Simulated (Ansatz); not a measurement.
Cd:
Space group P6₃/mmc (No. 194); a = b = 2.9210 Å, c = 5.3892 Å, α = β = 90.00°, γ = 120.00°

```csv
atom,site,symmetry,x,y,z
Cd,2d,-6m2,0.6667,0.3333,0.2500
```

Relaxed at zero pressure with LDA in the plane-wave PAW code Ansatz.

### Question
The volume is lowered by 9 % and shape and atoms relax at that volume. What pressure results, and how do the axes share the change?

### Answer
8.6 GPa; a -2.3 %, b -2.3 %, c -4.6 %; the energy rises by 43 meV/atom.

### Question
Give the new structure.

### Answer

Space group P6₃/mmc (No. 194); a = b = 2.8530 Å, c = 5.1405 Å, α = β = 90.00°, γ = 120.00°

```csv
atom,site,symmetry,x,y,z
Cd,2d,-6m2,0.6667,0.3333,0.2500
```

The phase is kept; no other phase was compared at this pressure.

Space group P6_3/mmc (hcp (Mg type)). The cell was relaxed with LDA under the symmetry of its start. Axis ratios of metals converge slowly with the k-mesh, so a and c are less sure than the volume.

Potentials: the later of the program's two PAW sets.
